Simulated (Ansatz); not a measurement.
## LaMg₂Pb₂: reading a single point

```
La Mg Pb
1.0
     4.75132    0.00000    0.00000
    -2.37566    4.11477    0.00000
     0.00000    0.00000    7.69611
La Mg Pb
1 2 2
Direct
  0.00000 0.00000 0.00000
  0.33330 0.66670 0.63010
  0.66670 0.33330 0.36990
  0.33330 0.66670 0.24130
  0.66670 0.33330 0.75870
```

Single point in Ansatz 0.2.0 with PBE, no spin polarisation. Cutoff 420 eV, PAW datasets, 8×8×5 Γ-centred k mesh, fermi-dirac filling (width 0.015 eV).

Q: Is there a gap?

A: It is a metal, with about 3.2 states/eV a cell as the mean within 0.25 eV of the Fermi level, mostly Pb p (67 %) and La d (19 %).

Q: Is it stable against the elements?

A: -0.29 eV an atom against the elements' usual phases (free molecules for gases, crystals otherwise, with no correction for O₂ or N₂), so it is bound against them; other compounds may still compete. Relaxing would lower it.

Q: Where is the largest force?

A: The largest is on Pb4 (and as large on other atoms): 0.13 eV/Å, components (0.00, 0.00, -0.13). It makes 110° with the line to a nearest neighbour, Mg3 at 2.92 Å.

Q: What do density and ELF say about some of the short contacts?

A: Mg–Pb at 2.92 Å: least valence density 0.15 e/Å³ and ELF 0.21 there. La–Pb at 3.31 Å: least valence density 0.18 e/Å³ and ELF 0.27 there. Mg–Mg at 3.40 Å: least valence density 0.09 e/Å³ and ELF 0.47 there. Both are smooth PAW fields, read partly inside the augmentation spheres.

Q: Which element gives electrons and which takes them?

A: Bader charges in e: La +1.33, Mg +1.33, Pb -1.99. In the mean La gives up most and Pb takes most.

Origin: a known structure type with other elements, at an estimated volume, so it need not be a known compound. Caveats: f levels without a U or exact exchange are poorly placed.
